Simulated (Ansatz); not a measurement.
Magnetic orders of WF2

Theory: Ansatz, DFT r2SCAN, scalar-relativistic, plane waves, PAW.

```
W F
1.0
     0.00000    2.57565    2.57565
     2.57565    0.00000    2.57565
     2.57565    2.57565    0.00000
W F
1 2
Direct
  0.00000 0.00000 0.00000
  0.25000 0.25000 0.25000
  0.75000 0.75000 0.75000
```

- plane-wave cutoff: 500 eV
- Γ-centred k-mesh: 14×14×14
- occupation rule: Gaussian smearing, 0.1 eV
- list of starting moments (μB, in atom order): 2.5 0 0
- check for lower electronic states after the SCF: off

All runs keep this geometry, which isn't relaxed for the lowest state (largest force there 0.000 eV/Å, pressure 3.8 GPa) and needn't be a stable compound; relaxing each order can shift differences of a few meV. Site moments are spin moments in atom-centred spheres that scale with the neighbour distance. The states are those that the runs reached from these starts; a lower one can exist. No antiferromagnetic start is among these.

Q: Starts tried: no spin; large parallel starting moments. Which state comes out lowest, and what are the moments?

A: All starts lose their moments; the cell is non-magnetic at this level.

```csv
start,ends,energy above lowest (meV/atom),site moments (μB),gap on mesh (eV),P (GPa)
no spin,non-magnetic,0.00,none over 0.05,metal,3.8
large parallel starting moments,non-magnetic,0.00,none over 0.05,metal,3.8
```

Cost: 2 runs of about 1.3 core-minutes in all, on Intel Xeon Processor @ 2.50GHz (Skylake/Cascade Lake) (shared hosts).